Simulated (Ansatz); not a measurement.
AlFe3: do energies and stresses tell the same story?

Computed with DFT r2SCAN, scalar-relativistic, plane waves, PAW in Ansatz.

Plane waves to 500 eV, a k mesh through Γ of 12×12×12 on the computed 4-atom cell and Gaussian smearing (0.10 eV); collinear spin from starting moments -0.13 2.9 2.89 2.89 μB.

Relaxed cell: Fm-3m, a = 5.782 Å, b = 5.782 Å, c = 5.782 Å, α = 90.00°, β = 90.00°, γ = 90.00°, 4 atoms in the primitive cell. Whether it is the stable form of this composition wasn't checked.

Energies at zero smearing and pressures from the stress tensor, at volumes with shape and atoms relaxed:
```csv
V (Å³/atom),E − E(first) (meV/atom),P (GPa)
10.632,0.00,24.80
10.995,-47.92,17.26
11.357,-79.14,10.62
11.720,-96.05,4.86
12.082,-101.27,0.00
12.444,-96.45,-3.82
12.807,-84.22,-7.23
13.290,-55.60,-11.53
```

Check P = −dE/dV between neighbouring volumes, and get the bulk modulus from the pressures alone.

With 1 eV/Å³ = 160.2 GPa:
| middle V (Å³/atom) | −ΔE/ΔV (GPa) | mean P (GPa) |
| --- | --- | --- |
| 10.813 | 21.182 | 21.031 |
| 11.176 | 13.798 | 13.938 |
| 11.538 | 7.475 | 7.736 |
| 11.901 | 2.311 | 2.429 |
| 12.263 | -2.133 | -1.907 |
| 12.626 | -5.405 | -5.525 |
| 13.049 | -9.488 | -9.382 |

The two differ by 0.26 GPa at most. The mean of two end pressures misses the average over a step by about ΔV² P″/12, up to 0.11 GPa here; with that taken off 0.20 GPa remains, from the smearing term (the stress is the derivative of the free energy), the finite cutoff, the mesh or the relaxation's tolerance. The largest site moment goes from 2.48 to 2.85 μB along the series, which bends P(V). Around V = 12.082 Å³/atom, the two neighbours give B = −V ΔP/ΔV = 12.082 × 8.67 / 0.725 = 144.5 GPa, against B0 = 145.6 GPa from the Birch–Murnaghan fit of the energies.

The state reached may not be the lowest one. Only parallel moments were tried here.

Only this magnetic start was tried.

Cost: 9 runs of about 12 core-minutes in all, on Arm Neoverse V2 (shared hosts).